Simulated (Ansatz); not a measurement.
**Relaxing a structure of CaO**

The start is a relaxed CaO cell deformed by the Cartesian strain tensor (xx, yy, zz, yz, xz, xy) = (-0.062, -0.039, -0.011, -0.043, -0.010, 0.017). The structure is fully relaxed (lattice and positions, P = 0) with r2SCAN (plane waves to 500 eV, PAW, scalar-relativistic; Ansatz, an electronic-structure program). The first steps use a coarse 9×9×8 k-mesh.

Input geometry:
```
CELL_PARAMETERS angstrom
      0.01558     2.19972     2.26685
      2.22370    -0.06353     2.34597
      2.28963     2.34477    -0.12947
ATOMIC_POSITIONS crystal
  O  0.00000 0.00000 0.00000
  Ca 0.50000 0.50000 0.50000
```

| Item | Value |
|---|---|
| Initial pressure | +17.9 GPa (positive: the cell is compressed) |
| Energy released | 0.12 eV/atom |
| Volume change | +12.4 %, from 12.26 to 13.78 Å³/atom |
| Relative to the parent | The parent structure is recovered, Fm-3m (No. 225) |
| Shortest distances (start → end) | The closest pairs of elements (up to four, under 3.6 Å), start → end: Ca–O 2.25 → 2.40 Å; Ca–Ca 3.16 → 3.39 Å; O–O 3.16 → 3.39 Å |
| Band gap at the end | 4.20 eV, indirect (valence top at Γ, conduction bottom at X) (no spin-orbit coupling) |
| Optimiser moves | 5 |

Relaxed structure:

Space group Fm-3m (No. 225); a = 4.7949 Å, b = 4.7949 Å, c = 4.7949 Å, α = 90.00°, β = 90.00°, γ = 90.00°

```csv
atom,site,symmetry,x,y,z
O,4a,m-3m,0.0000,0.0000,0.0000
Ca,4b,m-3m,0.5000,0.5000,0.5000
```
(The calculation used a cell of 2 atoms; values per cell refer to that cell.)

Final values are on a 12×12×12 k-mesh of the relaxed cell. No spin polarisation in the result.

The run could not lose the symmetry of its start.

All atoms sit on sites fixed by symmetry, so only the cell could relax.
